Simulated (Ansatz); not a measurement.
Ti (bcc (W type), Im-3m) under volume change, r²SCAN+D4 (plane waves, PAW; program Ansatz), scaled uniformly.

```tsv
V (Å³/atom)	E − E(relaxed) (meV/atom)	P (GPa)
15.561	(withheld)	(withheld)
16.074	(withheld)	(withheld)
16.587	5.7	3.61
17.100	0.0	0.00
17.613	5.2	-3.16
18.126	19.8	-5.92
18.639	42.7	-8.35
```

Problem. Complete the blanks.

Solution. 
- 15.561, E − E(relaxed) (meV/atom): 55.8
- 15.561, P (GPa): 12.42
- 16.074, E − E(relaxed) (meV/atom): 23.7
- 16.074, P (GPa): 7.73

Problem. What does a third-order Birch–Murnaghan fit give for V₀, B₀ and B′?

Solution. V₀ = 17.10 Å³/atom, B₀ = 112 GPa, B′ = 3.4.

This is a known high-temperature phase of the composition, computed here at zero pressure and temperature. The cell was relaxed with r²SCAN+D4 under the symmetry of its start. At this level the phase is mechanically unstable. The run is not spin-polarised. The pairwise dispersion correction was not fitted to metals.

Potentials: the later of the program's two PAW sets.
